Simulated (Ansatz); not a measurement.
**Migration of Mn in TiB2**

All numbers below come from DFT PBE, scalar-relativistic, plane waves, PAW (Ansatz). Run with 420 eV cutoff, 4×4×4 k-mesh, Gaussian smearing of 0.10 eV, collinear spin.

Host crystal, relaxed:

```xyz
3
Lattice="3.0319 0.0000 0.0000 -1.5159 2.6257 0.0000 0.0000 0.0000 3.2244" Properties=species:S:1:pos:R:3 pbc="T T T"
Ti    0.0000    0.0000    0.0000
B     0.0000    1.7505    1.6122
B     1.5159    0.8752    1.6122
```

In a supercell of 24 host sites, Mn trades places with a neighbouring Ti vacancy, moving 3.03 Å between the relaxed ends. Climbing-image nudged elastic band at fixed cell with images 0 (start) to 6 (end), the path measured over all atoms, converged to 0.05 eV/Å; the order of the saddle wasn't checked, and the small cell leaves errors of about a tenth of an eV.

Supercell rows in host cell vectors: 2 0 0; -2 -2 0; 0 0 -2. Mn was set at (0.000, 0.000, 0.000) of the host cell.

At the relaxed start Mn has 8 B at 2.36 Å, 4 B at 2.37 Å.

Q: What barrier does the band give, and what surrounds the atom at the top?

A: 4.23 eV at image 3, where Mn has 4 B at 2.02 Å, 2 Ti at 2.68 Å.

Cost: 1 run of about 2.8 core-hours, on Arm Neoverse V1 (shared hosts).